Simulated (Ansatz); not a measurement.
This cell of LiF (rock salt) is off equilibrium:

```
CELL_PARAMETERS angstrom
      0.00000     2.03393     2.03393
      2.03393     0.00000     2.03393
      2.03393     2.03393     0.00000
ATOMIC_POSITIONS crystal
  F  0.00000 0.00000 0.05562
  Li 0.50000 0.50000 0.50000
```

Method: PBE (plane waves to 420 eV, PAW, scalar-relativistic; Ansatz, a quantum-chemistry and plane-wave program). k mesh 11×11×11 (Γ-centred), Fermi-Dirac smearing 0.05 eV. Energies are smeared free energies. Stress and pressure are positive under compression. LiF was relaxed with its symmetry unable to fall.

**Question.** Predict the force on every atom, in eV/Å.

**Answer.** 
```csv
atom,Fx,Fy,Fz
F1,-0.161,-0.161,0.000
Li2,0.161,0.161,0.000
```

**Question.** What is the stress tensor (GPa)?

**Answer.** 
```
   1.48    -0.16     0.00
  -0.16     1.48     0.00
   0.00     0.00    -0.16
```
The pressure, a third of the trace, is 0.93 GPa.

**Question.** In it atom 1 sits (0.113, 0.113, 0.000) Å away from its relaxed site. What is its energy relative to the relaxed cell?

**Answer.** 17.6 meV/cell.

(For displaced atoms, the force is minus the slope of the energy, and its curvature is a force constant, which sets phonon frequencies.)
